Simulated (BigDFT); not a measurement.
A self-consistent single point of the molecule C₃H₇FSi with BigDFT.

All values come from this method and carry its errors: PBE, Daubechies wavelet basis, HGH (Krack) norm-conserving potentials made for PBE, isolated boundary conditions (BigDFT 1.9.6).

```xyz
12

F      0.0588     1.7948    -1.1800
C      0.2585     1.1593    -0.0021
C     -0.9429     0.2944     0.5097
C     -0.5694    -0.9928    -0.2904
Si     1.2418    -0.4626    -0.1784
H      0.6666     1.8312     0.7590
H     -0.9496     0.1520     1.6014
H     -1.9266     0.7053     0.2506
H     -0.9446    -1.0041    -1.3181
H     -0.8246    -1.9341     0.2014
H      2.0257    -0.6372    -1.4299
H      1.9063    -0.9062     1.0769
```

Reference input (self-consistent single point, DFT, PBE, Daubechies wavelet basis, HGH (Krack) norm-conserving potentials made for PBE, isolated boundary conditions): basis = Daubechies wavelets; dft.hgrids = 0.324 bohr; dft.rmult = 5 8; dft.ixc = 11; potentials = built-in HGH-K PBE; boundary_conditions = free; dft.gnrm_cv = 1e-04; dft.itermax = 80; dft.idsx = 6; dft.nrepmax = 3. This run's input differs from it in these lines:

```diff
@@ -2,4 +2,4 @@
 dft:
-  hgrids: 0.324
-  rmult: [5, 8]
+  hgrids: 0.518
+  rmult: [3.5, 5]
   ixc: 11
```

Log, with long lists cut:

```
  #------------------------------------------------------------------- Self-Consistent Cycle
 Ground State Optimization:
 - Hamiltonian Optimization: &itrp001
   - Subspace Optimization: &itrep001-01
       Wavefunctions Iterations:
 Calculating wavelets expansion of projectors. Found warnings:  1,
  #WARNING: Projectors too rough: Consider modifying hgrid and/or the localisation radii.
 iter:  1, EKS: -4.85283744930253818E+01, gnrm:  3.96E-01, D: -8.32E-01,
 Calculating wavelets expansion of projectors. Found warnings:  1,
  #WARNING: Projectors too rough: Consider modifying hgrid and/or the localisation radii.
   [... lines left out ...]
  #WARNING: Projectors too rough: Consider modifying hgrid and/or the localisation radii.
 iter:  11, EKS: -4.90434234833222149E+01, gnrm:  1.77E-04, D: -1.75E-06,
 Calculating wavelets expansion of projectors. Found warnings:  1,
  #WARNING: Projectors too rough: Consider modifying hgrid and/or the localisation radii.
 iter:  12, EKS: -4.90434240495260312E+01, gnrm:  9.83E-05, D: -5.66E-07,
       -  &FINAL001  { #---------------------------------------------------------- iter: 13
 Calculating wavelets expansion of projectors. Found warnings:  1,
  #WARNING: Projectors too rough: Consider modifying hgrid and/or the localisation radii.
 iter:  13, EKS: -4.90434242269331406E+01, gnrm:  9.83E-05, D: -1.77E-07,  #FINAL
        #Eigenvalues and New Occupation Numbers
       Orbitals: [
   [... 12 lines left out ...]
 Last Iteration                        : *FINAL001
  #---------------------------------------------------------------------- Forces Calculation
 Total electronic charge               :  29.999941015663
 Electric Dipole Moment (AU):
   P vector                            :  [ -8.890184E-03, -2.577260E-01,  4.214899E-01 ]
   norm(P)                             :  4.94120955E-01
 Electric Dipole Moment (Debye):
   P vector                            :  [ -2.259659E-02, -6.550742E-01,  1.071320E+00 ]
   norm(P)                             :  1.25593007E+00
  #-------------------------------- Warnings obtained during the run, check their relevance!
 WARNINGS:
   [... lines left out ...]
 BigDFT infocode                       :  0
   [... lines left out ...]
 -  {H: [-4.288772552969E-02, -5.675009159262E-02,  5.293429589405E-02]} # 0009
 -  {H: [ 1.298002057962E-02, -6.677054820380E-02,  4.389470050121E-02]} # 0010
 -  {H: [-6.074657585982E-02,  3.159028091882E-02, -1.670299476029E-02]} # 0011
 -  {H: [ 6.089406927526E-03,  2.228243184146E-02, -2.840995363919E-02]} # 0012
 Energy (Hartree)                      : -4.90434242269331406E+01
 Force Norm (Hartree/Bohr)             :  6.91881228302777540E-01
```

The run converged in 13 iterations. Against the reference run the free energy goes up by 688 meV/atom and the largest force goes from 2.824 to 32.65 eV/Å.

The grid can part forces that symmetry would make equal. Forces above 1 eV/Å remain at this geometry. This run is one point of a test of settings, so its values need not be converged; read them against the reference run alone. The geometry comes from a cheaper method or was typed, in some cases with atoms then moved at random; it is not relaxed at this level, and the species need not be a known compound.

Cost on one core: about 21 core-seconds (a rough figure).
